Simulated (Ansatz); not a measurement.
**Question.** Name crystals whose computed values (plane-wave PAW LDA (Ansatz code)) fall in these windows: ε0 6.2 to 7.3; gap (eV) 4.0 to 5.2.

**Answer.** 

```json
[
 {"crystal": "BN, zinc blende", "ε0": "6.74", "gap (eV)": "4.39"},
 {"crystal": "BN, wurtzite", "ε0": "6.67", "gap (eV)": "4.93"},
 {"crystal": "SrCl2, fluorite", "ε0": "7.23", "gap (eV)": "5.10"}
]
```
Others may fit too.

All cells were relaxed under the symmetry of their starts (and spin orders); stability against distortions was not tested throughout. Scalar-relativistic: spin–orbit coupling is off unless named, which matters more the heavier the elements.

Potentials: the later of the program's two PAW sets.
